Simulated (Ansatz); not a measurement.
input.yaml

```yaml
crystal:
  lattice:
    - [0.0, 3.8408003584, 3.8408003584]
    - [3.8408003584, 0.0, 3.8408003584]
    - [3.8408003584, 3.8408003584, 0.0]
  atoms:
    - { symbol: Ba, position: [0.25, 0.25, 0.25] }
    - { symbol: Ba, position: [0.75, 0.75, 0.75] }
    - { symbol: Co, position: [0.0, 0.0, 0.0], spin: 2.77 }
    - { symbol: W, position: [0.5, 0.5, 0.5] }
    - { symbol: O, position: [0.7449625238, 0.2550374762, 0.2550374762] }
    - { symbol: O, position: [0.2550374762, 0.7449625238, 0.2550374762] }
    - { symbol: O, position: [0.2550374762, 0.7449625238, 0.7449625238] }
    - { symbol: O, position: [0.7449625238, 0.2550374762, 0.7449625238] }
    - { symbol: O, position: [0.2550374762, 0.2550374762, 0.7449625238] }
    - { symbol: O, position: [0.7449625238, 0.7449625238, 0.2550374762] }
basis:
  ecutwfc: 420
kpoints:
  mp_grid: { grid: [8, 8, 8] }
hamiltonian:
  xc: pbesol
scf:
  occupations: { method: gaussian, width: 0.1 }
output:
  forces: true
  stress: true
  eigenvalues: true
  populations: true
  write_density: true
  write_potential: true
  elf: true
  volumetric_format: npy
magnetization:
  spin_polarized: true
relax:
  adjacent_minimum: "off"
  f_tol: 0.01
  max_steps: 30
```

Launched with
```bash
ansatz run input.yaml --threads 2 --pin off --max-ram 5120MiB --backend cpu --events-out ev --progress --plain --runs-dir out
```

Theory: DFT PBEsol, scalar-relativistic, plane waves, PAW (Ansatz).

Abridged output:

```
Warning: output.stress: scf.convergence.dr2_threshold = 1e-7 eV (the SCF's general default) is looser than the 1e-9 eV advised for a printed stress (1e-10 eV for each atom of the cell: 10). ...
Pseudopotentials: kind: paw
Pseudopotential: Ba, paw, valence charge 10, recommended cutoff 420 eV (normal)
Pseudopotential: Co, paw, valence charge 17, recommended cutoff 420 eV (normal)
Pseudopotential: W, paw, valence charge 14, recommended cutoff 420 eV (normal)
Pseudopotential: O, paw, valence charge 6, recommended cutoff 420 eV (normal)
Functional definition: PBEsol
Crystal: 10 atoms, lattice volume = 113.317 Å³
Basis set: ecut = 420 eV, 2229 PW (Γ), exchange–correlation on 80×80×80 points (8 copies of the dense FFT grid, shifted against one another)
Bands: 55, of which v1, the nominal top of the filled ones, is band 44 counted from 1 (43 counted from 0)
Symmetry: 48 space group operations
Space group: Fm-3m (ITA 225), of the structure as read, at distance tolerance 4.8e-5 Å
Magnetic group: BNS 225.116 (UNI 1618), of the structure as read, at distance tolerance 4.8e-5 Å
k-points: 29 of 512
Initial density: superposition of atomic densities (chi_scale 0.1, normalization cell, long waves kept (reshape's long-wave potential 0.00 eV rms))
Starting moments: Σ|m| = 2.77 μB on 1 of 10 sites
Initial wavefunctions: pseudopotential atomic-orbital guess
Functional: x = pbesol(κ = 0.804, μ = 0.12345679), c = pbesol(β = 0.046)
SCF iter   1: F=—  HF=-30452.169123 eV  |F-HF|=—  |Δ(HF+E_count)|=         —  Δρ=6.38e-2 (↑6.38e-2 ↓6.12e-2) dr2=2.97e1  dr2_m=1.88e-1  M=2.908 μB ∫|m|=2.920 μB  β_m=0.30  ethr=3.10e-3  ⟨swp⟩=11.2  Hψ=16808  notcnv=0
Mixer restart at iter 1: flushing history
spin=Collinear: Kerker preconditioning applied to the charge; magnetization (m = ρ↑ − ρ↓) channel mixes plain (no charge-response kernel on spin).
SCF iter   2: F=—  HF=-30450.091563 eV  |F-HF|=—  |Δ(HF+E_count)|=    2.08e0  Δρ=3.82e-2 (↑3.71e-2 ↓3.82e-2) dr2=1.43e1  dr2_m=9.30e-2  M=2.889 μB ∫|m|=2.940 μB  β_m=0.52  ethr=3.10e-3  ⟨swp⟩=4.0  Hψ=7074  notcnv=0  defer=298
SCF iter   3: F=—  HF=-30447.514176 eV  |F-HF|=—  |Δ(HF+E_count)|=    2.58e0  Δρ=1.45e-2 (↑1.05e-2 ↓1.45e-2) dr2=1.33e0  dr2_m=1.30e-2  M=2.787 μB ∫|m|=2.931 μB  β_m=0.53  ethr=3.10e-3  ⟨swp⟩=4.7  Hψ=7055  notcnv=0  defer=306
SCF iter   4: F=—  HF=-30447.258149 eV  |F-HF|=—  |Δ(HF+E_count)|=   2.56e-1  Δρ=1.11e-2 (↑1.11e-2 ↓7.97e-3) dr2=2.86e-1  dr2_m=5.44e-3  M=2.712 μB ∫|m|=2.940 μB  β_m=0.71  ethr=1.53e-3  ⟨swp⟩=3.5  Hψ=5758  notcnv=0  defer=312
SCF iter   5: F=—  HF=-30447.748777 eV  |F-HF|=—  |Δ(HF+E_count)|=         —  Δρ=7.11e-2 (↑7.11e-2 ↓6.36e-2) dr2=1.78e-1  dr2_m=4.59e0  M=1.001 μB ∫|m|=1.295 μB  β_m=1.00  ethr=3.29e-4  ⟨swp⟩=2.8  Hψ=6703  notcnv=0  defer=310
Mixer restart at iter 5: flushing history
SCF iter   6: F=—  HF=-30447.363668 eV  |F-HF|=—  |Δ(HF+E_count)|=   3.85e-1  Δρ=1.51e-2 (↑5.75e-3 ↓1.51e-2) dr2=3.96e-1  dr2_m=2.35e-2  M=1.000 μB ∫|m|=1.134 μB  β_m=0.71  ethr=5.75e-5  ⟨swp⟩=2.9  Hψ=7279  notcnv=0  defer=311
SCF iter   7: F=—  HF=-30447.397813 eV  |F-HF|=—  |Δ(HF+E_count)|=   3.41e-2  Δρ=1.22e-2 (↑1.22e-2 ↓8.00e-3) dr2=2.11e-1  dr2_m=4.98e-3  M=1.000 μB ∫|m|=1.127 μB  β_m=0.56  ethr=5.75e-5  ⟨swp⟩=3.8  Hψ=8529  notcnv=0  defer=317
SCF iter   8: F=—  HF=-30447.339796 eV  |F-HF|=—  |Δ(HF+E_count)|=   5.80e-2  Δρ=2.01e-3 (↑1.74e-3 ↓2.01e-3) dr2=9.15e-3  dr2_m=2.67e-3  M=1.000 μB ∫|m|=1.116 μB  β_m=0.72  ethr=5.75e-5  ⟨swp⟩=2.9  Hψ=7155  notcnv=0  defer=314
SCF iter   9: F=—  HF=-30447.337662 eV  |F-HF|=—  |Δ(HF+E_count)|=   2.13e-3  Δρ=1.36e-3 (↑1.36e-3 ↓1.08e-3) dr2=3.46e-3  dr2_m=8.64e-5  M=1.000 μB ∫|m|=1.107 μB  β_m=0.67  ethr=1.05e-5  ⟨swp⟩=2.0  Hψ=5321  notcnv=0  defer=315
SCF iter  10: F=—  HF=-30447.337527 eV  |F-HF|=—  |Δ(HF+E_count)|=   1.35e-4  Δρ=7.61e-4 (↑6.81e-4 ↓7.61e-4) dr2=1.38e-3  dr2_m=6.40e-6  M=1.000 μB ∫|m|=1.106 μB  β_m=0.83  ethr=3.98e-6  ⟨swp⟩=2.0  Hψ=4672  notcnv=0  defer=315
SCF iter  11: F=—  HF=-30447.337589 eV  |F-HF|=—  |Δ(HF+E_count)|=   6.25e-5  Δρ=1.70e-4 (↑7.12e-5 ↓1.70e-4) dr2=4.41e-5  dr2_m=3.67e-6  M=1.000 μB ∫|m|=1.105 μB  β_m=0.87  ethr=1.59e-6  ⟨swp⟩=2.6  Hψ=5756  notcnv=0  defer=315
SCF iter  12: F=—  HF=-30447.337612 eV  |F-HF|=—  |Δ(HF+E_count)|=   2.25e-5  Δρ=5.23e-5 (↑5.14e-5 ↓5.23e-5) dr2=1.02e-5  dr2_m=3.53e-8  M=1.000 μB ∫|m|=1.105 μB  β_m=0.93  ethr=5.07e-8  ⟨swp⟩=2.7  Hψ=5759  notcnv=0  defer=315
SCF iter  13: F=—  HF=-30447.337611 eV  |F-HF|=—  |Δ(HF+E_count)|=   1.37e-7  Δρ=1.54e-5 (↑1.14e-5 ↓1.54e-5) dr2=5.37e-7  dr2_m=5.80e-9  M=1.000 μB ∫|m|=1.105 μB  β_m=0.93  ethr=1.17e-8  ⟨swp⟩=2.1  Hψ=5702  notcnv=0  defer=315
SCF iter  14: F=-30447.337611 eV  HF=-30447.337611 eV  |F-HF|=6.19e-8  |Δ(HF+E_count)|=   3.43e-8  Δρ=4.45e-6 (↑3.82e-6 ↓4.45e-6) dr2=7.81e-8  dr2_m=4.39e-10  M=1.000 μB ∫|m|=1.105 μB  β_m=0.97  ethr=6.17e-10  ⟨swp⟩=22.9  Hψ=33603  notcnv=0
SCF iter  15: F=-30447.337611 eV  HF=-30447.337611 eV  |F-HF|=4.55e-10  |Δ(HF+E_count)|=   5.75e-9  Δρ=5.13e-7 (↑5.13e-7 ↓4.42e-7) dr2=7.77e-10  dr2_m=3.05e-11  M=1.000 μB ∫|m|=1.105 μB  β_m=0.98  ethr=8.98e-11  ⟨swp⟩=6.5  Hψ=19372  notcnv=0
SCF iter  16: F=-30447.337611 eV  HF=-30447.337611 eV  |F-HF|=6.62e-10  |Δ(HF+E_count)|=  8.37e-11  Δρ=4.76e-7 (↑3.75e-7 ↓4.76e-7) dr2=6.85e-10  dr2_m=4.26e-12  M=1.000 μB ∫|m|=1.105 μB  ethr=1.00e-12  ⟨swp⟩=5.3  Hψ=17301  notcnv=0
SCF 1 converged in 16 iterations: F = -30447.337611 eV  dr2 = 6.85e-10
relax step   1: F+E_penalty+E_count = -30447.33761144 eV  Δ(F+E_penalty+E_count) = +0.000e0 eV  max|allowed force component| = 1.016e0 eV/Å  Δτ_max = 0.0000 Å  (16 SCF iters, dr2 threshold 2.50e-6 eV, accepted)
Initial density: handed on by an earlier stage of this run
Starting moments: Σ|m| = 2.77 μB on 1 of 10 sites; this step starts from the density that it was given
Initial wavefunctions: those handed on with the density
SCF iter   1: F=—  HF=-30447.406231 eV  |F-HF|=—  |Δ(HF+E_count)|=         —  Δρ=2.20e-3 (↑1.97e-3 ↓2.20e-3) dr2=1.50e-2  dr2_m=6.15e-5  M=1.000 μB ∫|m|=1.110 μB  β_m=0.65  ethr=1.72e-5  ⟨swp⟩=1.9  Hψ=8627  notcnv=0  defer=313
spin=Collinear: Kerker preconditioning applied to the charge; magnetization (m = ρ↑ − ρ↓) channel mixes plain (no charge-response kernel on spin).
SCF iter   2: F=—  HF=-30447.401877 eV  |F-HF|=—  |Δ(HF+E_count)|=   4.35e-3  Δρ=1.22e-3 (↑1.22e-3 ↓9.77e-4) dr2=1.93e-3  dr2_m=3.46e-5  M=1.000 μB ∫|m|=1.110 μB  β_m=0.41  ethr=1.72e-5  ⟨swp⟩=2.0  Hψ=5896  notcnv=0  defer=313
SCF iter   3: F=—  HF=-30447.401847 eV  |F-HF|=—  |Δ(HF+E_count)|=   3.02e-5  Δρ=4.54e-4 (↑4.16e-4 ↓4.54e-4) dr2=6.99e-4  dr2_m=7.91e-6  M=1.000 μB ∫|m|=1.110 μB  β_m=0.57  ethr=2.22e-6  ⟨swp⟩=2.9  Hψ=5907  notcnv=0  defer=313
SCF iter   4: F=—  HF=-30447.402156 eV  |F-HF|=—  |Δ(HF+E_count)|=   3.09e-4  Δρ=3.69e-4 (↑2.94e-4 ↓3.69e-4) dr2=2.91e-4  dr2_m=2.20e-6  M=1.000 μB ∫|m|=1.109 μB  β_m=0.79  ethr=8.04e-7  ⟨swp⟩=2.0  Hψ=4729  notcnv=0  defer=313
SCF iter   5: F=—  HF=-30447.402751 eV  |F-HF|=—  |Δ(HF+E_count)|=   5.95e-4  Δρ=2.45e-4 (↑1.75e-4 ↓2.45e-4) dr2=2.16e-4  dr2_m=3.14e-6  M=1.000 μB ∫|m|=1.108 μB  β_m=0.75  ethr=3.34e-7  ⟨swp⟩=2.2  Hψ=5801  notcnv=0  defer=313
SCF iter   6: F=—  HF=-30447.402830 eV  |F-HF|=—  |Δ(HF+E_count)|=   7.93e-5  Δρ=1.02e-4 (↑4.90e-5 ↓1.02e-4) dr2=3.39e-5  dr2_m=1.07e-6  M=1.000 μB ∫|m|=1.108 μB  β_m=0.88  ethr=2.48e-7  ⟨swp⟩=2.1  Hψ=5164  notcnv=0  defer=313
SCF iter   7: F=—  HF=-30447.402862 eV  |F-HF|=—  |Δ(HF+E_count)|=   3.21e-5  Δρ=4.64e-5 (↑2.95e-5 ↓4.64e-5) dr2=6.62e-6  dr2_m=8.09e-8  M=1.000 μB ∫|m|=1.107 μB  β_m=0.93  ethr=3.89e-8  ⟨swp⟩=2.1  Hψ=5219  notcnv=0  defer=313
SCF iter   8: F=-30447.402865 eV  HF=-30447.402865 eV  |F-HF|=2.19e-7  |Δ(HF+E_count)|=   3.12e-6  Δρ=8.91e-6 (↑7.90e-6 ↓8.91e-6) dr2=2.82e-7  dr2_m=4.83e-10  M=1.000 μB ∫|m|=1.107 μB  ethr=7.61e-9  ⟨swp⟩=19.3  Hψ=31330  notcnv=0
SCF 2 converged in 8 iterations: F = -30447.402865 eV  dr2 = 2.82e-7
relax step   2: F+E_penalty+E_count = -30447.40286507 eV  Δ(F+E_penalty+E_count) = -6.525e-2 eV  max|allowed force component| = 2.523e-1 eV/Å  Δτ_max = 0.0173 Å  (8 SCF iters, dr2 threshold 6.45e-5 eV, accepted)
SCF iter   1: F=—  HF=-30447.407714 eV  |F-HF|=—  |Δ(HF+E_count)|=         —  Δρ=7.55e-4 (↑6.74e-4 ↓7.55e-4) dr2=1.81e-3  dr2_m=7.45e-6  M=1.000 μB ∫|m|=1.109 μB  β_m=0.65  ethr=1.89e-5  ⟨swp⟩=2.2  Hψ=5874  notcnv=0  defer=281
spin=Collinear: Kerker preconditioning applied to the charge; magnetization (m = ρ↑ − ρ↓) channel mixes plain (no charge-response kernel on spin).
SCF iter   2: F=—  HF=-30447.407204 eV  |F-HF|=—  |Δ(HF+E_count)|=   5.10e-4  Δρ=4.25e-4 (↑4.25e-4 ↓3.42e-4) dr2=2.31e-4  dr2_m=3.94e-6  M=1.000 μB ∫|m|=1.109 μB  β_m=0.40  ethr=2.08e-6  ⟨swp⟩=2.0  Hψ=6334  notcnv=0  defer=281
SCF iter   3: F=—  HF=-30447.407205 eV  |F-HF|=—  |Δ(HF+E_count)|=   3.89e-8  Δρ=1.55e-4 (↑1.41e-4 ↓1.55e-4) dr2=8.62e-5  dr2_m=9.97e-7  M=1.000 μB ∫|m|=1.109 μB  β_m=0.57  ethr=2.66e-7  ⟨swp⟩=2.3  Hψ=5745  notcnv=0  defer=281
SCF iter   4: F=—  HF=-30447.407236 eV  |F-HF|=—  |Δ(HF+E_count)|=   3.13e-5  Δρ=1.37e-4 (↑1.12e-4 ↓1.37e-4) dr2=3.97e-5  dr2_m=2.45e-7  M=1.000 μB ∫|m|=1.109 μB  β_m=0.78  ethr=9.91e-8  ⟨swp⟩=2.0  Hψ=5146  notcnv=0  defer=281
SCF iter   5: F=—  HF=-30447.407309 eV  |F-HF|=—  |Δ(HF+E_count)|=   7.33e-5  Δρ=1.01e-4 (↑7.26e-5 ↓1.01e-4) dr2=3.36e-5  dr2_m=3.95e-7  M=1.000 μB ∫|m|=1.108 μB  β_m=0.77  ethr=4.57e-8  ⟨swp⟩=2.2  Hψ=5734  notcnv=0  defer=281
SCF iter   6: F=—  HF=-30447.407324 eV  |F-HF|=—  |Δ(HF+E_count)|=   1.52e-5  Δρ=4.33e-5 (↑2.15e-5 ↓4.33e-5) dr2=5.71e-6  dr2_m=1.50e-7  M=1.000 μB ∫|m|=1.108 μB  β_m=0.89  ethr=3.86e-8  ⟨swp⟩=2.0  Hψ=4921  notcnv=0  defer=281
SCF iter   7: F=—  HF=-30447.407329 eV  |F-HF|=—  |Δ(HF+E_count)|=   4.63e-6  Δρ=2.04e-5 (↑1.33e-5 ↓2.04e-5) dr2=1.23e-6  dr2_m=1.44e-8  M=1.000 μB ∫|m|=1.108 μB  β_m=0.91  ethr=6.56e-9  ⟨swp⟩=2.0  Hψ=5214  notcnv=0  defer=281
SCF iter   8: F=-30447.407329 eV  HF=-30447.407330 eV  |F-HF|=5.75e-7  |Δ(HF+E_count)|=   7.22e-7  Δρ=1.38e-5 (↑1.02e-5 ↓1.38e-5) dr2=6.46e-7  dr2_m=3.60e-9  M=1.000 μB ∫|m|=1.108 μB  ethr=1.42e-9  ⟨swp⟩=16.4  Hψ=28240  notcnv=0
SCF 3 converged in 8 iterations: F = -30447.407329 eV  dr2 = 6.46e-7
relax step   3: F+E_penalty+E_count = -30447.40732903 eV  Δ(F+E_penalty+E_count) = -4.464e-3 eV  max|allowed force component| = 8.405e-3 eV/Å  Δτ_max = 0.0057 Å  (8 SCF iters, dr2 threshold 3.98e-6 eV, accepted)
SCF iter   1: F=—  HF=-30447.407330 eV  |F-HF|=—  |Δ(HF+E_count)|=         —  Δρ=3.85e-6 (↑3.15e-6 ↓3.85e-6) dr2=4.98e-8  dr2_m=1.69e-10  M=1.000 μB ∫|m|=1.108 μB  β_m=0.65  ethr=5.72e-11  ⟨swp⟩=1.0  Hψ=7888  notcnv=0
spin=Collinear: Kerker preconditioning applied to the charge; magnetization (m = ρ↑ − ρ↓) channel mixes plain (no charge-response kernel on spin).
SCF iter   2: F=-30447.407329 eV  HF=-30447.407330 eV  |F-HF|=6.88e-8  |Δ(HF+E_count)|=   2.30e-8  Δρ=4.15e-6 (↑2.17e-6 ↓4.15e-6) dr2=7.97e-8  dr2_m=1.17e-9  M=1.000 μB ∫|m|=1.108 μB  ethr=5.72e-11  ⟨swp⟩=8.3  Hψ=21781  notcnv=0
SCF 4 converged in 2 iterations: F = -30447.407329 eV  dr2 = 7.97e-8
relax step   4: F+E_penalty+E_count = -30447.40732949 eV  Δ(F+E_penalty+E_count) = -4.596e-7 eV  max|allowed force component| = 8.536e-3 eV/Å  Δτ_max = 0.0000 Å  (2 SCF iters, accepted)
SCF converged after 2 iterations
Magnetization: 1.0000 μB (44.0000 up, 43.0000 down)
Absolute magnetization: 1.1116 μB (∫|ρ↑−ρ↓|, with the PAW one-centre terms)
Spin contamination: 0.0220 ħ² per cell (⟨S²⟩ above its minimum at these occupations)
Per-site moments (μB) at R_I (Å): [(-0.00134422, 1.12030937), (-0.00134422, 1.12030937), (0.91246148, 0.79865257), (0.00962452, 0.78567757), (0.00856156, 0.78567757), (0.00856156, 0.78567757), (0.00856156, 0.78567757), (0.00856156, 0.78567757), (0.00856156, 0.78567757), (0.00856156, 0.78567757)]
Free energy (F): -30447.407329 eV
Harris-Foulkes:  -30447.407330 eV  (|F-HF|=6.88e-8)
Internal energy: -30447.397808 eV  (E = F + TS)
E sigma→0 (E₀):  -30447.402569 eV
Entropy (-TS):   -0.009522 eV (-0.952 meV/atom)
Fermi energy:    15.330677 eV
--- Per-component energies (eV) ---
  E_band       = -286.236171
  E_kinetic    = 2312.047688
  E_local      = -6991.299344  (includes V_loc(G=0)·N_el)
  E_nonlocal   = 870.900046
  E_hartree    = 2855.798336
  E_xc         = -1203.399569
  E_vxc        = -1288.102694  (∫ρ·V_xc dr)
  E_paw        = -21114.507379  (= ΣΔE_a)
  E_vpaw       = -901.376629  (= ΣTr[D̂ρ^β])
  E_aug_tail   = 0.014642  (compensation charges beyond the density's cutoff)
  E_ewald      = -7177.877033
  E_core_change = 0.924805  (= ΣΔE_core)
  E_smearing   = -0.009522  (= −TS)
--- Forces (eV/Å), atoms counted from 1 ---
  atom   1  Ba     0.00000000     0.00000000     0.00000000
  atom   2  Ba     0.00000000     0.00000000     0.00000000
  atom   3  Co     0.00000000     0.00000000     0.00000000
  atom   4  W      0.00000000     0.00000000     0.00000000
  atom   5  O     -0.00853615     0.00000000     0.00000000
  atom   6  O      0.00000000    -0.00853615     0.00000000
  atom   7  O      0.00853615     0.00000000     0.00000000
  atom   8  O      0.00000000     0.00853615     0.00000000
  atom   9  O      0.00000000     0.00000000    -0.00853615
  atom  10  O      0.00000000     0.00000000     0.00853615
--- Stress (GPa, compression-positive) ---
       19.818885       0.000000       0.000000
        0.000000      19.818885       0.000000
        0.000000       0.000000      19.818885
  P = ⅓ Tr σ = 19.8189 GPa (198.189 kbar)
--- Band table (eV; the first three rows and the last of 58) ---
  k-point 0 ↑: bands = ["-80.3414", "-60.9501", "-43.7755", "-43.7755", "-43.7755", "-25.3571", "-25.3571", "-25.3571", "-11.5855", "-11.0517", "-4.8045", "-4.1480", "-4.1480", "-3.5734", "-3.5734", "-3.5734", "2.0314", "2.0314", "2.0314", "3.1818", "3.1818", "3.1818", "6.5373", "7.5581", "7.5581", "9.9130", "9.9130", "9.9130", "10.1095", "10.1095", "10.1095", "11.2333", "11.2333", "11.2333", "12.5151", "12.5151", "12.5151", "12.5893", "12.5893", "12.5893", "13.1328", "13.1328", "13.1328", "14.6010", "14.6010", "16.7755", "16.7755", "16.7755", "17.9684", "17.9684", "20.0376", "20.0376", "20.0376", "21.0990", "22.3405"]
  k-point 1 ↑: bands = ["-80.3414", "-60.9501", "-43.7755", "-43.7755", "-43.7755", "-25.3572", "-25.3570", "-25.3570", "-11.5579", "-11.0661", "-4.8241", "-4.1747", "-4.1747", "-3.6857", "-3.5590", "-3.5590", "2.1127", "2.1127", "2.2474", "3.1873", "3.1873", "3.2973", "6.6803", "7.6009", "7.6009", "9.6767", "9.8484", "9.8484", "9.8974", "10.0256", "10.0256", "10.9937", "10.9937", "11.2785", "12.0924", "12.3194", "12.3194", "12.4940", "12.4940", "12.5320", "13.3324", "13.3612", "13.3612", "14.8251", "14.8251", "16.7445", "16.7484", "16.7484", "18.2260", "18.2260", "20.2537", "20.2537", "20.2833", "21.3830", "22.3715"]
  k-point 2 ↑: bands = ["-80.3414", "-60.9501", "-43.7755", "-43.7755", "-43.7755", "-25.3577", "-25.3571", "-25.3571", "-11.4826", "-11.1088", "-4.8627", "-4.2338", "-4.2338", "-3.9486", "-3.5296", "-3.5296", "2.3325", "2.3325", "2.8051", "3.1822", "3.1822", "3.5905", "7.0673", "7.7109", "7.7109", "9.0770", "9.3971", "9.6564", "9.6564", "9.7946", "9.7946", "10.6024", "10.6024", "11.2318", "11.4064", "12.0258", "12.0258", "12.2377", "12.2377", "12.3732", "13.6542", "13.7433", "13.7433", "15.2966", "15.2966", "16.6530", "16.6530", "16.6540", "18.9154", "18.9154", "20.7700", "20.7700", "20.8654", "21.7475", "22.5635"]
  k-point 28 ↓: bands = ["-79.1409", "-60.9413", "-42.6053", "-42.6053", "-42.6053", "-25.3468", "-25.3468", "-25.3463", "-11.2509", "-11.2509", "-5.0308", "-4.8926", "-4.1794", "-3.6437", "-3.6059", "-3.6059", "3.2960", "3.2960", "3.4903", "3.5263", "3.5878", "3.6919", "6.7634", "7.8788", "7.9707", "8.2593", "8.2593", "9.0596", "9.4658", "9.4951", "9.4951", "10.4429", "10.9091", "10.9091", "11.1643", "11.1643", "11.4026", "11.4196", "12.1427", "12.1427", "14.5687", "14.5687", "14.9687", "16.2659", "16.6176", "16.6176", "16.6242", "17.1721", "20.9636", "20.9636", "21.3397", "21.9900", "22.2696", "22.2696", "22.3363"]
--- Relaxed structure (4 steps of the walk, 4 accepted, 0 SCFs on fresh bases) ---
  F+E_penalty+E_count = -30447.40732949 eV   max|allowed force component| = 8.536e-3 eV/Å
  atoms:
    - { symbol: Ba, position: [0.24999999, 0.24999999, 0.24999999] }
    - { symbol: Ba, position: [0.75, 0.75, 0.75] }
    - { symbol: Co, position: [0.0, 0.0, 0.0] }
    - { symbol: W, position: [0.49999999, 0.49999999, 0.49999999] }
    - { symbol: O, position: [0.74795260, 0.25204739, 0.25204739] }
    - { symbol: O, position: [0.25204739, 0.74795260, 0.25204739] }
    - { symbol: O, position: [0.25204739, 0.74795260, 0.74795260] }
    - { symbol: O, position: [0.74795260, 0.25204739, 0.74795260] }
    - { symbol: O, position: [0.25204739, 0.25204739, 0.74795260] }
    - { symbol: O, position: [0.74795260, 0.74795260, 0.25204739] }
--- Löwdin populations: 10 sites ---
  site symbol q [e]    m [muB]
     0     Ba      8.2270    -0.0004
     1     Ba      8.2270    -0.0004
     2     Co     16.0180     0.9116
     3      W     12.5100    -0.0029
     4      O      6.8567     0.0154
     5      O      6.8567     0.0154
     6      O      6.8567     0.0154
     7      O      6.8567     0.0154
     8      O      6.8567     0.0154
     9      O      6.8567     0.0154
  spilling = 0.010090 (of n_electrons = 87.000000)
```

The relaxation met its thresholds.

It took 65 s on 2 threads of Arm Neoverse V2 (shared host), peak memory 0.66 GiB.

Spin-orbit coupling is left out, which matters for the bands of heavy elements. The cell holds one magnetic atom, so it can only be ferromagnetic; an antiferromagnetic order may lie lower.